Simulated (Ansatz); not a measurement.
Trial inputs on ScNb

The reference input for Ansatz (plane-wave DFT with PAW):

```yaml
crystal:
  lattice:
    - [3.0656443612, 0.0, 0.0]
    - [-1.5328221806, 2.6549258957, 0.0]
    - [0.0, 0.0, 5.072194]
  atoms:
    - { symbol: Sc, position: [0.0, 0.0, 0.0] }
    - { symbol: Nb, position: [0.33333333, 0.66666667, 0.5] }
basis:
  ecutwfc: 420
kpoints:
  mp_grid: { grid: [6, 6, 4] }
hamiltonian:
  xc: pbe
scf:
  occupations: { method: gaussian, width: 0.1 }
output:
  forces: true
  stress: true
  eigenvalues: true
```

Command:

```bash
ansatz run input.yaml --threads 1 --pin off --max-ram 1331MiB --backend cpu --events-out ev --progress --plain --runs-dir out
```

The run converges in 7 SCF iterations on 21 irreducible k-points: pressure -0.40 GPa, no gap.

Settings here are deliberately varied, not converged. Each trial's input is given as a difference from the reference's; energies are extrapolated to zero smearing where there is one, and pressure is positive in compression. Charged cells sit in a uniform background, and their pressures hang on that convention.

Trial 1:

```diff
 kpoints:
-  mp_grid: { grid: [6, 6, 4] }
+  mp_grid: { grid: [1, 6, 2] }
 scf:
-  occupations: { method: gaussian, width: 0.1 }
+  occupations: { method: methfessel_paxton }
 output:
+  optics: { e_range: [0, 10], sigma: 0.2 }
```

The run converges in 9 SCF iterations on 8 irreducible k-points: energy 386 meV per atom below the reference, pressure 9.75 GPa, largest force 0.788 eV/Å, no gap. It warns that optics were asked on partly filled bands; that the mesh lowers the symmetry.

Trial 2 (volume scaled):

```diff
 crystal:
   lattice:
-    - [3.0656443612, 0.0, 0.0]
-    - [-1.5328221806, 2.6549258957, 0.0]
-    - [0.0, 0.0, 5.072194]
+    - [3.0959992498, 0.0, 0.0]
+    - [-1.5479996249, 2.6812140004, 0.0]
+    - [0.0, 0.0, 5.1224170088]
 basis:
-  ecutwfc: 420
+  ecutwfc: 40
 kpoints:
-  mp_grid: { grid: [6, 6, 4] }
+  mp_grid: { grid: [3, 3, 1] }
 scf:
+  eigensolver: { real_solve: false }
+  max_iter: 20
```

The run converges in 15 SCF iterations on 3 irreducible k-points: energy 283 eV per atom above the reference, pressure -1708 GPa (unreliable at so low a cutoff). It warns that the cutoff lies under the recommended one, 420 eV for these potentials.

Trial 3:

```diff
 output:
+  populations: true
```

The run converges in 7 SCF iterations on 21 irreducible k-points: the reference's energy to 0.01 meV per atom, pressure -0.40 GPa, no gap.

Trial 4:

```diff
 crystal:
   atoms:
-    - { symbol: Sc, position: [0.0, 0.0, 0.0] }
-    - { symbol: Nb, position: [0.33333333, 0.66666667, 0.5] }
+    - { symbol: Sc, position: [0.0, 0.0, 0.0], spin: -0.5 }
+    - { symbol: Nb, position: [0.3333333333, 0.6666666667, 0.5], spin: 0.5 }
 basis:
+  ecutrho_ratio: 2
 kpoints:
-  mp_grid: { grid: [6, 6, 4] }
+  mp_grid: { grid: [3, 3, 2], shift: [0, 0, 0.5] }
 scf:
+  lower_state_search: "off"
+  mixing: { algorithm: msr1, globalisation: backtrack }
+  initial_density: { chi_scale: 0, normalization: atom }
+  max_iter: 95
 output:
+  populations: true
+magnetization:
+  spin_polarized: true
```

The program refuses the input:

```text
Error: inconsistent input (scf.mixing.globalisation, scf.mixing.algorithm): a globalisation arm cannot compose with algorithm: msr1 — msr1 already controls and certifies its own steps through its trust region, and a second step-length controller rescaling those steps invalidates its predictive record …
```

Next try, with these keys changed back:

```diff
 scf:
-  mixing: { algorithm: msr1, globalisation: backtrack }
-  initial_density: { chi_scale: 0, normalization: atom }
```

The run converges in 18 SCF iterations on 3 irreducible k-points: energy 17.9 meV per atom below the reference, pressure -0.83 GPa, no gap, cell moment 0.00 μB. It warns that the density cutoff lies under the recommended one; that the starting moments were lost.

Trial 5 (origin moved):

```diff
 crystal:
   atoms:
-    - { symbol: Sc, position: [0.0, 0.0, 0.0] }
-    - { symbol: Nb, position: [0.33333333, 0.66666667, 0.5] }
+    - { symbol: Sc, position: [0.652, 0.267, 0.15] }
+    - { symbol: Nb, position: [0.9853333333, 0.9336666667, 0.65] }
 basis:
-  ecutwfc: 420
+  ecutwfc: 270
 scf:
+  lower_state_search: "off"
```

The run converges in 7 SCF iterations on 21 irreducible k-points: energy 129 meV per atom above the reference, pressure -0.62 GPa, no gap. It warns that the cutoff lies under the recommended one, 420 eV for these potentials.

Trial 6:

```diff
 basis:
-  ecutwfc: 420
+  ecutrho_ratio: 8
 scf:
-  occupations: { method: gaussian, width: 0.1 }
+  occupations: { method: fermi_dirac }
+  n_extra_bands: 3
```

The run converges in 6 SCF iterations on 21 irreducible k-points: energy 1.40 meV per atom above the reference, pressure -0.32 GPa, no gap.

Trial 7:

```diff
+total_charge: 0.5
 basis:
-  ecutwfc: 420
+  ecutwfc: "27 Ry"
 scf:
+  max_iter: 87
+magnetization:
+  magnetic_field: [0, 0, 5]
```

The program refuses the input:

```text
Error: inconsistent input (magnetization.spin_polarized): false but per-atom `spin:`, `per_species`, `initial_magnetization`, `magnetic_field`, or `spin_locking` is set
```

Next try, with these keys changed back:

```diff
-magnetization:
-  magnetic_field: [0, 0, 5]
```

The run converges in 7 SCF iterations on 21 irreducible k-points: pressure 10.75 GPa (with the neutralising background of the charged cell), no gap. It warns that the cutoff lies under the recommended one, 420 eV for these potentials.

Trial 8:

```diff
 kpoints:
-  mp_grid: { grid: [6, 6, 4] }
+  mp_grid: { kspacing: 0.67 }
 scf:
-  occupations: { method: gaussian, width: 0.1 }
+  occupations: { method: methfessel_paxton, width: 0.13 }
```

The run converges in 7 SCF iterations on 8 irreducible k-points: energy 52.0 meV per atom above the reference, pressure -0.05 GPa, no gap.

Trial 9:

```diff
 kpoints:
-  mp_grid: { grid: [6, 6, 4] }
+  mp_grid: { grid: [7, 2, 5] }
 scf:
-  occupations: { method: gaussian, width: 0.1 }
+  occupations: { method: fermi_dirac, width: "3000 K" }
```

The run converges in 6 SCF iterations on 24 irreducible k-points: energy 158 meV per atom below the reference (the smearing is far too wide for the extrapolation to zero width), pressure -2.76 GPa, largest force 0.134 eV/Å, no gap. It warns that the mesh lowers the symmetry.

Trial 10:

```diff
 basis:
-  ecutwfc: 420
+  ecutwfc: 160
+  precision: f64
 scf:
+  eigensolver: { real_solve: false }
+  max_iter: 58
 output:
-  forces: true
-  stress: true
+  forces: false
+  stress: false
```

The run converges in 7 SCF iterations on 21 irreducible k-points: energy 9.63 eV per atom above the reference, no gap. It warns that the cutoff lies under the recommended one, 420 eV for these potentials.

Trial 11:

```diff
 hamiltonian:
-  xc: pbe
+  xc: hse
 scf:
+  mixing: { algorithm: msr1, beta: 0.33, ndim: 1, preconditioner: kerker }
+  max_iter: 57
```

The program refuses the input:

```text
Error: YAML parse error: error: line 14 column 7: hamiltonian.xc: unknown variant `hse`, expected one of `lda`, `lda-pw`, `pw92`, `pbe`, `pbesol`, `rpbe`, `revpbe`, `blyp`, `pbe0`, `revpbe0`, `b3lyp`, `b3lyp5`, `hse06`, `wpbeh`, `hiss`, `lc_wpbe`, `cam_b3lyp`, `hf`, `r2scan` …
```

Next try, with these keys changed back:

```diff
 hamiltonian:
-  xc: hse
+  xc: pbe
```

The run converges in 27 SCF iterations on 21 irreducible k-points: the reference's energy to 0.01 meV per atom, pressure -0.40 GPa, no gap.

Trial 12:

```diff
 hamiltonian:
-  xc: pbe
+  xc: pbesol
 scf:
+  convergence: { dr2_threshold: "1e-4 eV" }
```

The run converges in 6 SCF iterations on 21 irreducible k-points: pressure -4.31 GPa, no gap. It warns that the SCF threshold is loose for the forces; that the SCF threshold is loose for the stress.